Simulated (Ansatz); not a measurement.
## Run record: relaxation of GaN (P6_3mc)

The sound run that this one varies used LDA, PAW on Ansatz 0.2.0's default frozen-core files (fitted under PBE), scalar-relativistic.

This run repeats it with other settings: magnetization = {'spin_polarized': True} (was left out); crystal.symmetry = {'detect': False} (was left out).

Command line:

```sh
ansatz run input.yaml --threads 1 --pin off --max-ram 3072MiB --backend cpu --events-out ev --progress --plain --runs-dir out
```

input.yaml:

```yaml
crystal:
  lattice:
    - [3.18302209718, 0.0, 0.0]
    - [-1.59151104859, 2.75657799697, 0.0]
    - [0.0, 0.0, 5.18927683057]
  atoms:
    - { symbol: Ga, position: [0.333333333333, 0.666666666667, -0.00070387839], spin: 0.2 }
    - { symbol: Ga, position: [0.666666666667, 0.333333333333, 0.49929612161], spin: 0.2 }
    - { symbol: "N", position: [0.333333333333, 0.666666666667, 0.37570387839], spin: 0.2 }
    - { symbol: "N", position: [0.666666666667, 0.333333333333, 0.87570387839], spin: 0.2 }
  symmetry: { detect: false }
kpoints:
  mp_grid: { grid: [6, 6, 4] }
scf:
  occupations: { method: fixed }
hamiltonian:
  xc: lda
  pseudopotentials: { kind: paw }
relax:
  f_tol: 0.002
  max_steps: 80
output:
  forces: true
  stress: true
magnetization:
  spin_polarized: true
```

Output:

```
Error: inconsistent input (scf.occupations.method, magnetization): a σ = 0 step fill (method: fixed, or a smearing width below the step floor) with no hard lock on the total moment puts the same N_el/2 bands in each spin channel, which gives a total moment of zero, but the starting moments sum to +0.8000 μB; make the starting moments (crystal.atoms[].spin / magnetization.per_species / ...
```

The program refused the input.

Time and hardware: 0.13 s on 1 thread of Arm Neoverse V2 (shared host), peak memory 0.074 GiB.
